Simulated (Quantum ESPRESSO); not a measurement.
```xyz
10
Lattice="0.0000 4.1069 4.1069 4.1069 0.0000 4.1069 4.1069 4.1069 0.0000" Properties=species:S:1:pos:R:3 pbc="T T T"
Na     4.1069     4.1069     4.1069
La     0.0000     0.0000     0.0000
Hf     2.0535     2.0535     2.0535
Hf     6.1604     6.1604     6.1604
O      2.0535     2.0535     4.1069
O      2.0535     2.0535     0.0000
O      4.1069     2.0535     2.0535
O      0.0000     2.0535     2.0535
O      2.0535     4.1069     2.0535
O      2.0535     0.0000     2.0535
```
The cell comes from the Materials Project (a computed structure). It is NaLaHf2O6 in Fm-3m; whether this form has been observed was not checked. Stability against distortions was not tested. The run has no spin polarisation.

A lattice sum over point charges, one formal value an element (Na +1, La +3, Hf +4, O -2), with no Sternheimer factor, costs far less than a self-consistent run. Taken along the main axis of each site's self-consistent tensor, it gives:

```
site                         V along that axis, point charges (a.u.)
---------------------------  ---------------------------------------
O (atoms 5, 6, 7, 8, 9, 10)                                   -0.061
```

Problem. How do the values of a PBE PAW density (pw.x of a modified build of Quantum ESPRESSO, JTH datasets) with the all-electron reconstruction of Petrilli and co-workers compare?

Solution. 
```json
[
 {"site": "O", "Vzz, PAW (a.u.)": "0.444", "PAW over point charges": "-7.3"}
]
```
Along that axis the sign differs on O.  Cores are frozen. Against all-electron runs on small test molecules, this scheme's |Vzz| missed by −2 to +6 % on O.
